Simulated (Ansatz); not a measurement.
Ansatz 0.2.0, relaxation: MoBrO

Run with:

```bash
ansatz run input.yaml --threads 2 --pin off --max-ram 2560MiB --backend cpu --events-out ev --progress --plain --runs-dir out
```

Input:

```yaml
crystal:
  lattice:
    - [3.835227, 0.0, 0.0]
    - [0.0, 3.835227, 0.0]
    - [0.0, 0.0, 6.500709]
  atoms:
    - { symbol: Br, position: [0.0, 0.5, 0.635] }
    - { symbol: Br, position: [0.5, 0.0, 0.365] }
    - { symbol: O, position: [0.0, 0.0, 0.0] }
    - { symbol: O, position: [0.5, 0.5, 0.0] }
    - { symbol: Mo, position: [0.0, 0.5, 0.18], spin: 2, spin_axis: [0.0, 0.0, 1.0] }
    - { symbol: Mo, position: [0.5, 0.0, 0.82], spin: 2, spin_axis: [0.0, 0.0, 1.0] }
kpoints:
  mp_grid: { grid: [5, 5, 3], shift: [0, 0, 0] }
magnetization:
  noncollinear: true
  spin_orbit: true
scf:
  occupations: { method: cold, width: 0.145 }
  lower_state_search: "off"
hamiltonian:
  pseudopotentials: { kind: paw_fr }
  xc: r2scan
basis:
  ecutwfc: 500
  fft_grid_basis: typed
relax:
  max_steps: 60
  cell: { p_target: 0.0 }
  f_tol: 0.03
output:
  forces: true
  stress: true
  eigenvalues: true
  bader: true
  populations: true
  elf: true
  write_potential: true
  volumetric_format: npy
  dos:
    e_range: [-12, 8]
    de: 0.05
    projected: { site_lists: { Br: [Br], Mo: [Mo], O: [O] } }
    method: { smearing: { sigma: 0.1, scheme: gaussian } }
checkpoint:
  read: saved_state
```

Origin of the cell: a known structure type with other elements, at an estimated volume, so it need not be a known compound.

The saved state is a converged single point of the same cell, with its larger moments on O3 (non-collinear), O4 (non-collinear), Mo5 (non-collinear), Mo6 (non-collinear).

Steps («new basis» is an SCF on plane waves selected anew at the same cell):

```tsv
step	ΔF (meV/atom)	max force component (eV/Å)	P (GPa)	volume (Å³)	SCF iterations	step was
1	0.0	2.433	-1.91	95.62	10	accepted
2	-124.1	0.459	-0.21	99.54	13	accepted
3	-173.2	0.150	2.13	100.78	11	accepted
4	-200.6	0.164	0.01	104.72	10	accepted
5	-218.0	0.265	2.03	105.84	12	accepted
6	-227.4	0.285	-0.13	108.97	12	accepted
7	-222.5	0.616	-1.89	109.90	10	rejected
8	-229.6	0.066	-0.17	108.50	17	accepted
9	-229.8	0.022	-0.11	108.22	9	accepted
10	-229.8	0.010	0.06	107.90	10	accepted
11	-229.8	0.001	-0.01	107.93	7	accepted
12	-237.3	0.007	0.52	107.93	12	new basis
13	-239.3	0.012	0.27	109.67	10	accepted
14	-240.1	0.006	-0.04	112.22	10	accepted
15	-240.1	0.002	0.00	112.24	9	accepted
16	-240.4	0.002	0.00	112.24	8	new basis
```

The starting structure.

Space group P4/nmm (No. 129); the run's cell has a = 3.835 Å, b = 3.835 Å, c = 6.501 Å, α = 90.00°, β = 90.00°, γ = 90.00°. Shortest distances: Mo–O 2.25 Å, O–O 2.71 Å, Br–Mo 2.96 Å, Br–O 3.05 Å, Br–Br 3.23 Å, Mo–Mo 3.58 Å.

The relaxed structure.

Space group P4/nmm (No. 129); the run's cell has a = 3.635 Å, b = 3.635 Å, c = 8.496 Å, α = 90.00°, β = 90.00°, γ = 90.00°. Shortest distances: Mo–O 2.14 Å, O–O 2.57 Å, Br–Mo 3.01 Å, Br–O 3.25 Å, Mo–Mo 3.41 Å.

```yaml
crystal:
  lattice:
    - [3.63472, 0.00000, 0.00000]
    - [0.00000, 3.63472, 0.00000]
    - [0.00000, 0.00000, 8.49614]
  atoms:
    - { symbol: Br, position: [0.00000, 0.50000, 0.68324] }
    - { symbol: Br, position: [0.50000, 0.00000, 0.31676] }
    - { symbol: O, position: [0.00000, 0.00000, 0.00000] }
    - { symbol: O, position: [0.50000, 0.50000, 0.00000] }
    - { symbol: Mo, position: [0.00000, 0.50000, 0.13208] }
    - { symbol: Mo, position: [0.50000, 0.00000, 0.86792] }
```

| Quantity | Value |
| --- | --- |
| Free energy lowered by | 240.4 meV/atom |
| Volume change | 17.39 % |
| Final pressure | 0.00 GPa |
| Relaxation steps listed | 16 |
| Gap on the mesh | none (metal) |
| Total moment | 5.98 μB |

Caveats: no dispersion correction, so spacings can come out too large where layers or molecules are weakly bound; the k mesh is coarse if the cell is a metal; the magnetic state was chosen at the start cell and may not be the lowest after relaxing; the relaxation held the start's symmetry, so the end may be a saddle point.

It ran for 8.7 min on 2 threads of Arm Neoverse V2, on a shared host, peak memory 1.1 GiB, from a saved density.
